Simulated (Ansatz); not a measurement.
# ZnSe₂ under pressure: fit and missing row

ZnSe₂, Pa-3, a = 6.307 Å. The structure is a Materials Project entry; whether it is the stable form wasn't checked. Ansatz: r2SCAN, PAW, 500 eV, Γ-centred 4×4×4 mesh on 12 atoms, Gaussian smearing 0.02 eV; no spin polarisation. Cell and atoms are relaxed at each pressure, and no other structure is tried, so the rows at high pressure may lie past a change of phase.

```
V (Å³/atom) P (GPa)
     17.238    20.06
     18.631    10.03
     19.593     5.02
          ?     1.99
     20.907    -0.01
     21.596    -2.00
```

Question: Take V0 = 20.907 Å³/atom, count pressures from its P0 = -0.01 GPa, fit the third-order Birch–Murnaghan form to the other rows, and predict the missing volume.

Answer: With the Eulerian strain f = ½[(V0/V)^(2/3) − 1] and y = (P − P0)/[3f(1 + 2f)^(5/2)], the form is the line y = B0 + 1.5 B0 (B0′ − 4) f. Rows (f, y): 0.06864, 70.7; 0.03993, 69.2; 0.02211, 68.1; -0.01069, 65.5. Means f = 0.03000, y = 68.375; Σ(Δf)² = 0.003310, ΣΔfΔy = 0.2172; the slope is their ratio. y = 66.41 + 65.62 f GPa, so B0 = 66.4 GPa and B0′ = 4 + 2 × (65.62)/(3 × 66.41) = 4.66. P = 1.99 GPa is met at f = 0.00949 (y = 67.03), so V = V0 (1 + 2f)^(−3/2) = 20.326 Å³/atom. The run gave 20.327 Å³/atom, so the fit is 0.001 Å³/atom too low, within the rms miss on the fitted rows (0.005 Å³/atom).

The mesh isn't the same in all rows (4×4×4, 6×6×6).